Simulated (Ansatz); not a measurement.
## Property card for SiGeC₂

SiGeC2:
```
CELL_PARAMETERS angstrom
      3.15623     0.00000     0.00000
      0.00000     3.15623     0.00000
      0.00000     0.00000     4.45624
ATOMIC_POSITIONS crystal
  Si 0.00000 0.00000 0.00000
  C  0.50000 0.00000 0.23628
  Ge 0.50000 0.50000 0.50000
  C  0.00000 0.50000 0.76372
```

Space group P-4m2 (No. 115); conventional cell a = 3.1562 Å, b = 3.1562 Å, c = 4.4562 Å, α = 90.00°, β = 90.00°, γ = 90.00°.

Method: r²SCAN (plane waves, PAW; program Ansatz). Geometry: relaxed at this level of theory. Other levels are named where they apply.

### Cell and energy

Volume per atom: 11.10 Å³
Density: 4.67 g/cm³
Formation energy from the elements (no fitted shifts): 0.041 eV/atom

### Electronic structure

- Band gap: 1.80 eV (indirect)
- Valence-band maximum: at Γ
- Conduction-band minimum: at M
- Smallest direct gap on the standard path: 2.15 eV
- Electron effective mass with spin–orbit coupling: 0.23, 0.34, 0.37 mₑ (principal values)
- Weight of the conduction-edge state by species (Voronoi cells): C 37 %, Si 32 %, Ge 31 %
- Hole effective mass, band 1 of 2 at the edge: 5.3 along x, 0.49 along z (mₑ)
- Hole effective mass, band 2 of 2 at the edge: 0.19 along x, 0.49 along z (mₑ)
- Hole effective mass with spin–orbit coupling: 0.36, 0.44, 0.50 mₑ (principal values)
- Weight of the valence-edge state by species (Voronoi cells): C 80 %, Ge 10 %, Si 10 %
- HSE06 gap on the r²SCAN cell: 2.29 eV
- Gap with spin–orbit coupling: 1.78 eV

### Mechanics

* **Bulk modulus (Birch–Murnaghan fit)**: 209 GPa
* **Pressure derivative B′**: 4.1
* **Elastic constants (relaxed ions, GPa)**: C11 = 484, C12 = 21.0, C13 = 125, C33 = 372, C44 = 227, C66 = 128
* **Mechanical stability**: stable (all eigenvalues of C positive)
* **Hill bulk and shear moduli**: 209 and 180 GPa
* **Young's modulus**: 420 GPa
* **Poisson's ratio**: 0.16
* **Debye temperature from the elastic constants**: 913 K
* **Piezoelectric stress constants (proper, relaxed ions, C/m²)**: e15 = -0.10, e24 = 0.10, e31 = -0.08, e32 = 0.08

### Charges

* **Bader charges**: Si +2.86, C -2.19, Ge +1.52 e

The start of the workflow was typed in or built on a structure type; neither database checked (COD, Materials Project) lists it. Its standing as an ambient phase is unchecked. The cell was relaxed with r²SCAN under the symmetry of its start; whether a distortion lowers the energy is not shown. The references are the lowest solids computed at this level, not always the standard phases. Scalar-relativistic: spin–orbit coupling is off unless named, which matters more the heavier the elements.

Potentials: the earlier of the program's two PAW sets.
